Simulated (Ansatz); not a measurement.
Input:

La2B4Rh5:
```yaml
crystal:
  lattice:
    - [0.00000, 4.95132, 5.57217]
    - [2.72118, 0.00000, 5.57217]
    - [2.72118, 4.95132, 0.00000]
  atoms:
    - { symbol: Rh, position: [0.25000, 0.25000, 0.25000] }
    - { symbol: Rh, position: [0.75000, 0.75000, 0.75000] }
    - { symbol: B, position: [0.46853, 0.79102, 0.20898] }
    - { symbol: B, position: [0.79102, 0.46853, 0.53147] }
    - { symbol: B, position: [0.53147, 0.20898, 0.79102] }
    - { symbol: B, position: [0.20898, 0.53147, 0.46853] }
    - { symbol: La, position: [0.14224, 0.14224, 0.85776] }
    - { symbol: La, position: [0.85776, 0.85776, 0.14224] }
    - { symbol: Rh, position: [0.00000, 0.00000, 0.50000] }
    - { symbol: Rh, position: [0.50000, 0.50000, 0.00000] }
    - { symbol: Rh, position: [0.50000, 0.50000, 0.50000] }
```

This is the LDA-relaxed structure.

### Question
All from DFT-LDA in the program Ansatz with PAW potentials, unless another level is named. Predict the electronic character.

### Answer
metallic (no gap).

### Question
Give the density of states at the Fermi level.

### Answer
0.35 states/eV per atom (mean over ±0.08 eV).

### Question
What about the formation energy from the elements (no fitted shifts)?

### Answer
-0.71 eV/atom.

Space group Fmmm. The workflow started from an entry of the Crystallography Open Database (COD). Its standing as an ambient phase is unchecked. Symmetry was held in the LDA relaxation; whether a distortion lowers the energy is not shown. The run is not spin-polarised. The references are the lowest solids computed at this level, not always the standard phases. Scalar-relativistic: spin–orbit coupling is off unless named, which matters more the heavier the elements.

Potentials: the later of the program's two PAW sets.
